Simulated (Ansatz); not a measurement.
FeBiO₃:
```cif
data_Bi2Fe2O6
_chemical_formula_sum 'Bi2 Fe2 O6'
_space_group_name_H-M_alt 'P 1'
_space_group_IT_number 1
_cell_length_a 5.61543
_cell_length_b 5.61543
_cell_length_c 5.61543
_cell_angle_alpha 60.355
_cell_angle_beta 60.355
_cell_angle_gamma 60.355
loop_
_space_group_symop_operation_xyz
  'x, y, z'
loop_
_atom_site_label
_atom_site_type_symbol
_atom_site_fract_x
_atom_site_fract_y
_atom_site_fract_z
_atom_site_occupancy
Bi1 Bi 0.27561 0.27561 0.27561 1
Bi2 Bi 0.72439 0.72439 0.72439 1
Fe1 Fe 0.00000 0.00000 0.00000 1
Fe2 Fe 0.50000 0.50000 0.50000 1
O1 O 0.82678 0.67077 0.27651 1
O2 O 0.27651 0.82678 0.67077 1
O3 O 0.67077 0.27651 0.82678 1
O4 O 0.17322 0.32923 0.72349 1
O5 O 0.72349 0.17322 0.32923 1
O6 O 0.32923 0.72349 0.17322 1
```
Starting moments (μB, in the order of the atoms Bi Bi Fe Fe O O O O O O): 0.0 0.0 3.8 -3.8 0.0 0.0 0.0 0.0 0.0 0.0.

Relaxed with PBE.

Q: Which orbitals make up the states near the band edges in PBE in the plane-wave PAW code Ansatz?

A: Top 1 eV of the valence band: O 2p 51 %, Fe 3d 42 %. Bottom 1 eV of the conduction band: Fe 3d 83 %, O 2p 12 %. Projections are on Löwdin-orthogonalised atomic valence shells; empty p or d shells of many metals are not among them.

Q: Tabulate the density of states.

A: States/eV per cell of 10 atoms, in 0.25 eV bins, energy from the valence-band maximum.

```csv
E (eV),total,O 2p,Fe 3d,Bi 6p
-7.88,0.00,0.00,0.00,0.00
-7.63,0.00,0.00,0.00,0.00
-7.38,0.00,0.00,0.00,0.00
-7.13,0.00,0.00,0.00,0.00
-6.88,0.00,0.00,0.00,0.00
-6.63,0.42,0.28,0.04,0.04
-6.38,5.40,3.36,0.98,0.55
-6.13,7.51,4.44,1.70,0.86
-5.88,8.09,4.79,1.96,0.88
-5.63,7.66,4.34,2.33,0.66
-5.38,9.61,5.43,3.04,0.74
-5.13,7.96,4.84,2.06,0.66
-4.88,8.04,4.76,2.27,0.57
-4.63,7.16,4.19,2.11,0.48
-4.38,7.61,4.40,2.45,0.40
-4.13,6.69,3.84,2.12,0.41
-3.88,8.39,4.92,2.65,0.51
-3.63,6.32,3.56,2.13,0.43
-3.38,8.70,4.92,2.83,0.69
-3.13,8.09,5.23,1.92,0.67
-2.88,8.02,5.70,1.48,0.56
-2.63,9.49,7.30,1.53,0.35
-2.38,12.24,9.59,2.01,0.28
-2.13,14.12,11.38,2.15,0.24
-1.88,1.35,0.93,0.30,0.03
-1.63,6.69,4.47,1.34,0.15
-1.38,7.44,5.43,0.96,0.19
-1.13,1.26,0.83,0.28,0.03
-0.88,4.59,2.14,2.11,0.05
-0.63,5.84,2.96,2.50,0.05
-0.38,4.62,2.55,1.80,0.04
-0.13,0.68,0.39,0.27,0.00
0.12,0.00,0.00,0.00,0.00
0.37,0.04,0.01,0.03,0.00
0.62,10.29,0.92,8.78,0.44
0.87,13.68,2.00,11.14,0.33
1.12,0.00,0.00,0.00,0.00
1.37,0.00,0.00,0.00,0.00
1.62,0.56,0.08,0.31,0.09
1.87,3.17,0.58,1.78,0.46
2.12,4.16,0.94,2.50,0.41
2.37,5.61,1.53,3.13,0.66
2.62,5.30,1.53,2.33,1.18
2.87,2.91,0.68,0.46,1.51
3.12,3.75,0.87,0.20,2.32
3.37,3.13,0.73,0.11,1.98
3.62,3.46,0.85,0.09,2.21
3.87,3.87,0.97,0.08,2.48
4.12,5.10,1.19,0.07,3.44
4.37,5.97,1.46,0.07,4.03
4.62,5.36,1.31,0.04,3.67
4.87,6.26,1.55,0.04,4.32
5.12,4.29,1.09,0.02,2.95
```

Space group R-3. The start of the workflow was typed in or built on a structure type; neither database checked (COD, Materials Project) lists it. It is not the phase usual at ambient conditions (space group No. 161). The PBE relaxation kept the symmetry of its start, as lowered by the spin order; whether a distortion lowers the energy is not shown. Spin order of the final state: antiferromagnetic, chosen from 3 collinear starts compared on coarse meshes (ties went to the first, and starts can fall back to one state), not a proven ground state. The volume moved by 16 % from the start of the relaxation. No Hubbard U is applied. Scalar-relativistic: spin–orbit coupling is off unless named, which matters more the heavier the elements.

Potentials: the earlier of the program's two PAW sets.
